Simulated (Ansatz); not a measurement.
Space group Pm-3m (No. 221). a = 3.399 Å, b = 3.399 Å, c = 3.399 Å, α = 90.00°, β = 90.00°, γ = 90.00°
| atom | site | symmetry | x | y | z |
| --- | --- | --- | --- | --- | --- |
| Be | 1a | m-3m | 0.0000 | 0.0000 | 0.0000 |
| Ni | 3c | 4/mm.m | 0.0000 | 0.5000 | 0.5000 |

Equation of state of this BeNi$_{3}$ structure (not necessarily the ground state), with shape and atoms relaxed at each volume where symmetry leaves them free. It has no gap at any of these volumes. Theory: Ansatz 0.2.0, DFT r2SCAN, scalar-relativistic, plane waves, PAW.

Cutoff 500 eV; k points 12×12×12 on the computed 4-atom cell (Γ-centred); Gaussian smearing, width 0.10 eV; collinear spin.

```
V (Å³/atom) E − E(largest V) (meV/atom) P (GPa)
      9.227                         5.02    14.82
      9.522                       -14.63     6.78
      9.816                       -20.67    -0.01
     10.111                       -15.20    -5.76
     10.405                         0.00   -10.63
```

**Question.** Fit a third-order Birch–Murnaghan equation to E(V).

**Answer.** V0 = 9.82 Å³/atom, B0 = 208 GPa, B0' = 4.6.

The state reached may not be the lowest one.